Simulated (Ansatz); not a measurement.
CuI:
```yaml
crystal:
  lattice:
    - [0.00000, 3.01036, 3.01036]
    - [3.01036, 0.00000, 3.01036]
    - [3.01036, 3.01036, 0.00000]
  atoms:
    - { symbol: Cu, position: [0.75000, 0.75000, 0.75000] }
    - { symbol: I, position: [0.00000, 0.00000, 0.00000] }
```

DFT-r²SCAN in the program Ansatz with PAW potentials gives a gap of 1.67 eV without spin–orbit coupling, maximum at Γ, minimum at Γ.

Question: What happens when spin–orbit coupling is switched on?

Answer: The gap shrinks by 0.15 eV, to 1.52 eV; maximum on the Γ–X line, 1 % of the way from Γ, minimum at Γ.

Question: How large is the spin–orbit splitting of the valence top at Γ?

Answer: The fourfold level lies 0.40 eV above the split-off pair.

Space group F-43m (zinc blende). The r²SCAN relaxation kept the symmetry of its start. The run is not spin-polarised.

Potentials: the earlier of the program's two PAW sets. The files were generated under PBE; for other functionals the program regenerates the frozen cores, and for LDA and PBEsol the local potential too.
